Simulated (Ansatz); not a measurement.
FeSi:
```yaml
crystal:
  lattice:
    - [4.40333, 0.00000, 0.00000]
    - [0.00000, 4.40333, 0.00000]
    - [0.00000, 0.00000, 4.40333]
  atoms:
    - { symbol: Fe, position: [0.13688, 0.13688, 0.13688] }
    - { symbol: Fe, position: [0.36312, 0.86312, 0.63688] }
    - { symbol: Fe, position: [0.63688, 0.36312, 0.86312] }
    - { symbol: Fe, position: [0.86312, 0.63688, 0.36312] }
    - { symbol: Si, position: [0.84101, 0.84101, 0.84101] }
    - { symbol: Si, position: [0.65899, 0.15899, 0.34101] }
    - { symbol: Si, position: [0.34101, 0.65899, 0.15899] }
    - { symbol: Si, position: [0.15899, 0.34101, 0.65899] }
```

Tensor components refer to the Cartesian frame of this cell.

Task: Give the high-frequency dielectric tensor and the Born effective charge tensors of the independent atoms from DFPT, PBEsol (plane waves, PAW; program Ansatz).

Result: 
ε∞:
```
89.0  0.00  0.00
0.00  89.0  0.00
0.00  0.00  89.0
```
Z* of atom 1 (Fe), rows: field, columns: displacement, in e:
```
-4.37   0.92  -0.46
-0.46  -4.37   0.92
 0.92  -0.46  -4.37
```
Z* of atom 5 (Si), rows: field, columns: displacement, in e:
```
 4.37   0.10  -0.57
-0.57   4.37   0.10
 0.10  -0.57   4.37
```

Space group P2_13. The PBEsol relaxation kept the symmetry of its start. The workflow began spin-polarised and lost its moments.

Potentials: the later of the program's two PAW sets.
